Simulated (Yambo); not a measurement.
Absorption of Li₂O (anti-fluorite, space group Fm-3m, No. 225) with and without the electron-hole interaction (Yambo, PBEsol bands; 10×10×10 mesh, 3 valence and 1 conduction bands, static screening with 15 bands and a 4 Ry block, scissor 2.72 eV, Tamm-Dancoff; field along x).

| E (eV) | Im ε, BSE | Im ε, independent quasiparticles |
|---|---|---|
| 6.27 | 0.29 | 0.04 |
| 6.37 | 0.35 | 0.04 |
| 6.47 | 0.43 | 0.05 |
| 6.57 | 0.54 | 0.05 |
| 6.67 | 0.70 | 0.05 |
| 6.77 | 0.96 | 0.06 |
| 6.87 | 1.42 | 0.06 |
| 6.97 | 2.29 | 0.07 |
| 7.07 | 4.14 | 0.07 |
| 7.18 | 7.36 | 0.08 |
| 7.28 | 7.74 | 0.08 |
| 7.38 | 4.77 | 0.09 |
| 7.48 | 3.17 | 0.10 |
| 7.58 | 2.87 | 0.12 |
| 7.68 | 3.46 | 0.13 |
| 7.78 | 4.07 | 0.15 |
| 7.88 | 4.78 | 0.19 |
| 7.98 | 7.30 | 0.24 |
| 8.08 | 10.1 | 0.31 |
| 8.18 | 9.27 | 0.38 |
| 8.28 | 5.85 | 0.50 |
| 8.38 | 3.41 | 0.74 |
| 8.48 | 2.29 | 0.89 |
| 8.58 | 1.88 | 0.98 |
| 8.68 | 1.83 | 1.05 |
| 8.78 | 1.68 | 1.12 |
| 8.88 | 1.65 | 1.20 |
| 8.98 | 1.54 | 1.53 |
| 9.08 | 1.51 | 2.07 |
| 9.18 | 1.72 | 2.48 |
| 9.28 | 1.61 | 2.83 |
| 9.38 | 1.68 | 3.13 |
| 9.48 | 1.68 | 3.45 |
| 9.58 | 1.48 | 3.93 |
| 9.68 | 1.41 | 4.64 |
| 9.78 | 1.11 | 4.87 |
| 9.88 | 1.03 | 4.82 |
| 9.99 | 1.12 | 4.27 |
| 10.09 | 1.00 | 3.87 |
| 10.19 | 1.02 | 4.04 |
| 10.29 | 0.92 | 4.27 |
| 10.39 | 0.68 | 4.36 |
| 10.49 | 0.63 | 3.88 |
| 10.59 | 0.58 | 3.47 |
| 10.69 | 0.43 | 3.68 |
| 10.79 | 0.36 | 3.68 |
| 10.89 | 0.36 | 3.55 |
| 10.99 | 0.32 | 3.92 |
| 11.09 | 0.28 | 4.25 |
| 11.19 | 0.26 | 4.02 |
| 11.29 | 0.21 | 3.73 |
| 11.39 | 0.18 | 3.45 |
| 11.49 | 0.17 | 3.10 |
| 11.59 | 0.13 | 2.56 |
| 11.69 | 0.10 | 2.37 |
| 11.79 | 0.08 | 2.28 |
| 11.89 | 0.07 | 2.00 |
| 11.99 | 0.07 | 1.57 |
| 12.09 | 0.06 | 1.06 |
| 12.19 | 0.06 | 0.72 |
| 12.29 | 0.05 | 0.52 |
| 12.39 | 0.05 | 0.44 |
| 12.49 | 0.04 | 0.40 |
| 12.59 | 0.04 | 0.34 |
| 12.69 | 0.04 | 0.29 |
| 12.80 | 0.03 | 0.26 |
| 12.90 | 0.03 | 0.24 |
| 13.00 | 0.03 | 0.22 |
| 13.10 | 0.03 | 0.19 |
| 13.20 | 0.03 | 0.15 |

The scissor comes from a G0W0 run whose convergence isn't established. Broadening 0.15 eV. The band window holds all transitions up to 13.2 eV. Fine structure above the onset can come from the mesh.

Geometry relaxed with PBEsol; primitive cell a = 3.2361 Å, b = 3.2361 Å, c = 3.2361 Å, α = 60.00°, β = 60.00°, γ = 60.00°.
